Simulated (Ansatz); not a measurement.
The start is a generated cell, SnO2 built in the beta-tridymite structure type. The cell and all atomic positions are relaxed at zero pressure with r2SCAN (plane waves to 500 eV, PAW, scalar-relativistic; Ansatz, a first-principles code). First-step values are on the input's coarse k-mesh.

Ansatz input (later rounds restart from its end on a renewed k-mesh):
Ansatz 0.2 input:
```yaml
crystal:
  lattice:
    - [5.9707279, 0, 0]
    - [-2.985364, 5.1708021, 0]
    - [0, 0, 9.773936]
  atoms:
    - { symbol: Sn, position: [0.33333333, 0.66666667, 0.062] }
    - { symbol: Sn, position: [0.66666667, 0.33333333, 0.562] }
    - { symbol: Sn, position: [0.66666667, 0.33333333, 0.938] }
    - { symbol: Sn, position: [0.33333333, 0.66666667, 0.438] }
    - { symbol: O, position: [0.33333333, 0.66666667, 0.25] }
    - { symbol: O, position: [0.66666667, 0.33333333, 0.75] }
    - { symbol: O, position: [0.5, 0, 0] }
    - { symbol: O, position: [0.5, 0.5, 0.5] }
    - { symbol: O, position: [0, 0.5, 0] }
    - { symbol: O, position: [0.5, 0, 0.5] }
    - { symbol: O, position: [0.5, 0.5, 0] }
    - { symbol: O, position: [0, 0.5, 0.5] }
basis: { ecutwfc: 500, ecutrho_ratio: 4, xc_grid: 4, fft_grid_basis: typed }
kpoints: { mp_grid: { grid: [4, 4, 2] } }
hamiltonian:
  xc: r2scan
  dispersion: none
  pseudopotentials: { kind: paw }
scf: { occupations: { method: fermi_dirac, width: 0.05 } }
relax: { f_tol: 0.01, max_steps: 100, cell: { stress_tol: 0.02 } }
output: { forces: true, stress: true }
```

How large is the pressure on the unrelaxed cell, and of which sign?

+15.4 GPa (positive: the cell is compressed).

What is the largest force in the starting geometry, and on which atom (counted from 1)?

0.39 eV/Å, on Sn1, Sn2, Sn3, Sn4 (atoms numbered as listed).

How much energy is released per atom?

0.15 eV/atom.

How does the volume per atom move from start to end?

+14.0 %, from 25.15 to 28.66 Å³/atom.

What band gap does the relaxed structure have at this level?

2.42 eV, direct at Γ (no spin-orbit coupling).

What does it relax into? Give the structure.


```cif
data_O8Sn4
_chemical_formula_sum 'Sn4 O8'
_space_group_name_H-M_alt 'P63/mmc'
_space_group_IT_number 194
_space_group_name_Hall '-P 6c 2c'
_cell_length_a 6.24253
_cell_length_b 6.24253
_cell_length_c 10.18970
_cell_angle_alpha 90.000
_cell_angle_beta 90.000
_cell_angle_gamma 120.000
loop_
_atom_site_label
_atom_site_type_symbol
_atom_site_symmetry_multiplicity
_atom_site_Wyckoff_symbol
_atom_site_fract_x
_atom_site_fract_y
_atom_site_fract_z
_atom_site_occupancy
Sn1 Sn 4 f 0.33333 0.66667 0.06243 1
O1 O 2 c 0.33333 0.66667 0.25000 1
O2 O 6 g 0.50000 0.50000 0.50000 1
```

The space group stays P6₃/mmc (No. 194) (the run could not lower it); the end is AFLOW prototype A2B_hP12_194_cg_f (C10, as in SiO2), with 12 atoms in the primitive cell. Final values are on a 5×5×3 k-mesh of the relaxed cell. No spin polarisation in the result.

The run could not lose the symmetry of its start.

The first start was generated by placing the elements on the sites of a structure type. Materials Project lists a structure of SnO2 in the same space group, P6₃/mmc (No. 194); the sites were not compared with it, nor with measured phases. Known forms of SnO2 include space group No. 136.
